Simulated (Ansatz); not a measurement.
C in space group P6_3/mmc (No. 194; C on 6h) is relaxed with PBE in the plane-wave PAW code Ansatz. What lattice parameters of the conventional cell result?

a = 4.457 Å, c = 2.530 Å.

Give the free coordinates with the occupied sites.

In one choice of origin and axes:

| atom | site | symmetry | x | y | z |
|---|---|---|---|---|---|
| C | 6h | mm2 | 0.1042 | 0.5521 | 0.2500 |

Is it a metal or does it have a gap at this level?

A gap of 2.27 eV, direct.

The start of the workflow was typed in or built on a structure type. Its sites differ from those of the usual phase in this space group: another stacking or structure type. The PBE relaxation kept the symmetry of its start; whether a distortion lowers the energy is not shown.

Potentials: the earlier of the program's two PAW sets.
